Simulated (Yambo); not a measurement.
SiO₂ (space group I-42d, No. 122), G0W0@PBEsol in Yambo with this input:

```
rim_cut
gw0
dyson
el_el_corr
HF_and_locXC
ppa
em1d
RandQpts= 1000000
RandGvec= 1 Ry
EXXRLvcs= 84 Ry
VXCRLvcs= 336 Ry
Chimod= "HARTREE"
% BndsRnXp
 1 | 165 |
%
NGsBlkXp= 8 Ry
% LongDrXp
 1.0 | 1.0 | 1.0 |
%
PPAPntXp= 27.2114 eV
% GbndRnge
 1 | 165 |
%
GTermKind= "BG"
DysSolver= "n"
ExtendOut
```

On a 4×4×4 mesh, with wavefunctions cut at 84 Ry, the gap (Γ → Γ) is 8.915 eV and the valence edge shifts by -1.977 eV.

**Question.** What happens with this change: 3 Ry block?

**Answer.** The gap falls by 0.112 eV, to 8.803 eV; the shift of the valence edge becomes -1.973 eV. Neither run is shown to be the converged limit.

Geometry of the Materials Project entry, not relaxed at this level; primitive cell a = b = c = 5.0634 Å, α = β = 121.42°, γ = 87.56°.

This is not the ordinary phase of the substance; no match was found in the copy of COD used, and its stability was not checked.

A shift is the quasiparticle energy of the state minus its PBEsol energy.
